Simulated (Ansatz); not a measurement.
A relaxed cell of MgCd5O6 is given with its symmetry left out. The cell was found from a structure generator's guess, not taken from experiment.

Theory: Ansatz 0.2.0, DFT PBE, scalar-relativistic, plane waves, PAW. Cutoff 420 eV, Γ-centred mesh, Gaussian smearing, no spin polarisation.

```xyz
12
Lattice="3.3288 0.0000 0.0000 0.0000 3.3288 0.0000 0.0000 0.0000 14.1065" Properties=species:S:1:pos:R:3 pbc="T T T"
Mg    1.6644    1.6644    7.0533
Cd    0.0000    0.0000    9.3150
Cd    1.6644    1.6644   11.6758
Cd    0.0000    0.0000    0.0000
Cd    1.6644    1.6644    2.4307
Cd    0.0000    0.0000    4.7915
O     0.0000    0.0000   11.6977
O     1.6644    1.6644    0.0000
O     0.0000    0.0000    2.4088
O     1.6644    1.6644    4.9017
O     0.0000    0.0000    7.0533
O     1.6644    1.6644    9.2048
```

Energies over the elements count from the elements' standard structures at the same level (O₂ as a molecule), with no fitted energy shifts.

**Question.** Find its symmetry and describe it.

**Answer.** P4/mmm (No. 123), with Mg and Cd ordered on rock salt sites. Conventional cell: a = 3.329 Å, c = 14.107 Å. Around Mg lie 2 O at 2.15 Å and 4 O at 2.35 Å; Cd on a site of symmetry 4mm has 6 O at 2.26–2.38 Å; Cd on a second site of symmetry 4mm is surrounded by 6 O at 2.35–2.47 Å; O on a site of symmetry 4mm is surrounded by 6 Cd at 2.35–2.41 Å; 4 more sites not described.

**Question.** What is its formation energy per atom?

**Answer.** −1.24 eV/atom.

**Question.** Is it a metal?

**Answer.** Yes, bands cross the Fermi level on the 12×12×4 mesh, though with few states there, as in a semimetal.

The last run used a 12×12×4 mesh (in the run's order of axes) for its 12-atom cell and Gaussian smearing of 0.10 eV. The zero gap may come from the functional, which often closes small gaps. A structure relaxed within its symmetry needn't be a true minimum. Another cell of MgCd5O6 relaxed alike, in P-3m1, lies 16 meV/atom lower, so this cell isn't the stable form at this level.
